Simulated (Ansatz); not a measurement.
Level of theory: DFT, PBEsol, scalar-relativistic, collinear spin; plane waves to 420 eV with PAW datasets (Ansatz 0.2.0), Γ-centred 10×10×10 mesh, 0.05 eV Gaussian smearing. The datasets are Ansatz's generated set soft_2.

A crystal of composition TiX, relaxed at this level of theory, gives this pattern between 10° and 80°.

Cu Kα1 powder pattern (kinematic, no thermal factors).
```csv
2θ (°),relative intensity
27.07,100
31.36,6
44.94,68
53.25,43
55.81,2
65.43,10
72.16,17
74.35,3
```

Task: Which lattice and cell does the pattern come from?

Result: Cubic, space group F-43m (No. 216), a = 5.701 Å, b = 5.701 Å, c = 5.701 Å, α = 90.00°, β = 90.00°, γ = 90.00°. The line positions fix the lattice at most, not the space group, and lines under 1 % of the strongest aren't listed; this is the group of the computed cell.

The calculation on TiX, where X is one element, gave:

```
Band gap                                              : zero (metallic)
Density of states at the Fermi level                  : 1.7 states/(eV·atom)
Magnetic state                                        : ferromagnetic (the only order tried)
Site spin moments                                     : Ti 0.72 μB
Spin moment of the cell                               : 0.96 μB
Formation energy from the elements (0 K, uncorrected) : -0.59 eV/atom
Bulk modulus (Birch–Murnaghan)                        : 71 GPa
```

Sites: Ti on 4a, X on 4d.

Task: Which element is X?
A. As
B. Br
C. Se
D. Ge

Result: C. X is Se, so the compound is TiSe.

This is a trial structure; measured cells of the compound in the Crystallography Open Database are in space groups Pnma, P63/mmc.

The equation of state has an unusual shape (B0′ outside 2.8 to 7.5), so B0 is less sure. The run wasn't fully tested for a lower electronic state. Site moments are of spin, integrated over atomic spheres. No antiparallel order was tried.
